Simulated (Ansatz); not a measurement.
OsN₂ in space group P6/mmm (No. 191; Os on 1a, N on 2e) at seven volumes, PBEsol in the plane-wave PAW code Ansatz, shape and atoms relaxed at each. One row is withheld.

| V (Å³/atom) | P (GPa) |
|---|---|
| 10.037 | ? |
| 10.368 | 13.98 |
| 10.699 | 6.33 |
| 11.030 | 0.00 |
| 11.361 | -5.19 |
| 11.691 | -9.45 |
| 12.022 | -12.89 |

Problem. Fit the shown pressures and predict the withheld one.

Solution. Third-order Birch–Murnaghan: P = (3/2)B₀(x^(7/2) − x^(5/2))[1 + (3/4)(B′ − 4)(x − 1)] with x = (V₀/V)^(2/3). Least squares on the six rows gives V₀ = 11.030 Å³/atom, B₀ = 190.4 GPa, B′ = 5.55. At V = 10.037, x = 1.0649 and P = 23.33 GPa. The run itself gave 23.18 GPa.

The workflow started from a Materials Project entry (that database holds measured and hypothetical structures alike); the Crystallography Open Database copy checked does not list it. Whether it is the stable phase at ambient conditions was not checked. Symmetry was held in the PBEsol relaxation; whether a distortion lowers the energy is not shown. No spin polarisation was allowed. Its formation energy is positive at this level, so the cell may be metastable or incomplete. Scalar-relativistic: spin–orbit coupling is off unless named, which matters more the heavier the elements.

Potentials: the later of the program's two PAW sets.
